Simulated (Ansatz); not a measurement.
Ag in space group Fd-3m (No. 227; Ag on 8a, Ag on 16d) at seven volumes, PBE in the plane-wave PAW code Ansatz, scaled uniformly. One row is withheld.

```
V (Å³/atom)  P (GPa)
-----------  -------
17.440          9.70
18.015          5.81
18.590          2.62
19.165          0.01
19.740         -2.12
20.315         -3.87
20.890             ?
```

Fit the shown pressures and predict the withheld one.

Third-order Birch–Murnaghan: P = (3/2)B₀(x^(7/2) − x^(5/2))[1 + (3/4)(B′ − 4)(x − 1)] with x = (V₀/V)^(2/3). Least squares on the six rows gives V₀ = 19.168 Å³/atom, B₀ = 78.52 GPa, B′ = 5.69. At V = 20.890, x = 0.9443 and P = -5.29 GPa. The run itself gave -5.28 GPa.

The start of the workflow was typed in or built on a structure type; neither database checked (COD, Materials Project) lists it. It is not the phase usual at ambient conditions (space group No. 225). The cell was relaxed with PBE under the symmetry of its start; whether a distortion lowers the energy is not shown. The run is not spin-polarised.

Potentials: the later of the program's two PAW sets.
